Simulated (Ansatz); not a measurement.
Al₃Ru₂, in the lowest among the structures calculated here: I4/mmm (No. 139), tI10; a = b = 3.073 Å, c = 14.253 Å, α = β = γ = 90.00°; Al 2a (0.000, 0.000, 0.000); Al 4e (0.000, 0.000, 0.194); Ru 4e (0.000, 0.000, 0.394). These are PBEsol (plane waves to 420 eV, PAW, scalar-relativistic; Ansatz, a first-principles code) values and carry that method's errors. Element references, the lowest calculated here: Ru (P6₃/mmc), Al (Fm-3m).

Problem. What is the computed formation energy of this I4/mmm form of Al3Ru2 from the elements (PBEsol)?

Solution. -0.67 eV/atom.

Problem. Is it stable against the other phases calculated?

Solution. Too close to call: Al3Ru2 → AlRu + Al2Ru (AlRu Pm-3m, Al2Ru Fddd) changes the energy by less than 0.02 eV/atom.

Hull of the energies calculated here, no anion corrections, zero temperature, no zero-point energy; an uncalculated phase could lie lower. Values are rounded to 0.01 eV/atom. The compounds carry no spin polarisation.
